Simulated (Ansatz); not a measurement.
Se (trigonal-Se type, space group P3_121)

```yaml
crystal:
  lattice:
    - [4.53455, 0.00000, 0.00000]
    - [-2.26727, 3.92703, 0.00000]
    - [0.00000, 0.00000, 5.04146]
  atoms:
    - { symbol: Se, position: [0.21814, 0.00000, 0.83333] }
    - { symbol: Se, position: [0.00000, 0.21814, 0.16667] }
    - { symbol: Se, position: [0.78186, 0.78186, 0.50000] }
```

The volume is varied about the relaxed value V₀ at fixed cell shape. The atoms relax within the cell's symmetry.

The numbers are results of PBE (plane waves to 420 eV, PAW, scalar-relativistic; Ansatz, a first-principles code), not measurements. k mesh 8×8×7 (Γ-centred), Fermi-Dirac smearing 0.05 eV. The energy includes the smearing's −TS. Stress and pressure are positive under compression. With the shape held, the modulus is that of even scaling; a crystal free to change shape is softer. Se was relaxed with its symmetry unable to fall. ΔE is measured from the relaxed starting cell.

| V (Å³/atom) | ΔE (meV/atom) |
|---|---|
| 26.932 | 15.2 |
| 27.681 | 8.1 |
| 28.429 | 3.4 |
| 29.177 | 0.8 |
| 29.925 | 0.0 |
| 30.673 | 0.8 |
| 31.421 | 3.0 |
| 32.169 | withheld |
| 32.917 | 11.1 |

Task: Fit a third-order Birch-Murnaghan form (E₀, V₀, B₀, B₀′ free) to the given rows and predict ΔE at V = 32.169.

Result: Least squares on the 8 given rows: ΔE = E₀ + (9V₀B₀/16)·y²·[2 + (B₀′ − 4)y], y = (V₀/V)^(2/3) − 1, with V₀ = 29.907 Å³/atom, B₀ = 13.81 GPa (160.2 GPa = 1 eV/Å³; the term in eV is multiplied by 1000), B₀′ = 4.05, E₀ = -0.02 meV/atom; root-mean-square residual 0.01 meV/atom. At 32.169 the fit gives 6.5 meV/atom; the calculation gives 6.5 meV/atom, the same to the digits shown. For the pressure the fit gives -0.87 GPa against the computed -0.88 GPa.

(A scan under strain: stresses follow from slopes of the energy per volume, elastic moduli from its curvatures.)
